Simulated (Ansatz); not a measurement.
Relaxed-ion elastic tensor of CeO2 (rutile, space group No. 136) in GPa (Voigt order), PBEsol (plane waves, PAW; program Ansatz); density 6.16 g/cm³, 15.47 Å³ per atom.

```tsv
	1	2	3	4	5	6
1	132	130	130	0.0	0.0	0.0
2	130	132	130	0.0	0.0	0.0
3	130	130	350	0.0	0.0	0.0
4	0.0	0.0	0.0	55.9	0.0	0.0
5	0.0	0.0	0.0	0.0	55.9	0.0
6	0.0	0.0	0.0	0.0	0.0	120
```

Question: Is the crystal mechanically stable?

Answer: Yes: the smallest eigenvalue of C is 2.7 GPa.

Question: Work out the Voigt and Reuss bounds. Is their mean of use?

Answer: K_V = 155, K_R = 131; G_V = 61.4, G_R = 6.3 GPa. The bounds lie so far apart that a Hill average or a Debye temperature from it would say little.

Space group P4_2/mnm (rutile). The workflow started from a Materials Project entry (that database holds measured and hypothetical structures alike); the Crystallography Open Database copy checked does not list it. It is not the phase usual at ambient conditions (space group No. 225). The PBEsol relaxation kept the symmetry of its start; whether a distortion lowers the energy is not shown. The run is not spin-polarised. The 4f shell is in the valence. No Hubbard U is applied. Scalar-relativistic: spin–orbit coupling is off unless named, which matters more the heavier the elements.

Potentials: the later of the program's two PAW sets.
